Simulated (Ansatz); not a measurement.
Formation energies in the Al–Pd system, lowest calculated structure of each composition. Computed with PBEsol (plane waves to 420 eV, PAW, scalar-relativistic; Ansatz, a quantum-chemistry and plane-wave program). Element references, the lowest calculated here: Al (Fm-3m), Pd (Fm-3m).

| phase | x(Pd) | space group | E_f (eV/atom) | above hull (eV/atom) |
|---|---|---|---|---|
| Al | 0.000 | Fm-3m | 0.00 | 0.00 |
| Al3Pd2 | 0.400 | P-3m1 | -0.79 | 0.00 |
| AlPd | 0.500 | P2₁3 | -0.93 | 0.00 |
| Pd | 1.000 | Fm-3m | 0.00 | 0.00 |

On the hull: AlPd, Al3Pd2.

Q: Work out the energy of AlPd against the hull of the other phases.

A: At x(Pd) = 0.500 the tie line joins Al3Pd2 and Pd; the lever rule gives atom fractions 0.83 and 0.17. The mixture has E_f = 0.83 × (-0.79) + 0.17 × (0.00) = -0.66 eV/atom, and AlPd has -0.93. So AlPd → 0.33 Al3Pd2 + 0.33 Pd costs 0.27 eV/atom: AlPd is stable against it.

This is the hull of the energies calculated here, no anion corrections; phases that were not calculated are missing from it. Values are rounded to 0.01 eV/atom. The compounds carry no spin polarisation.
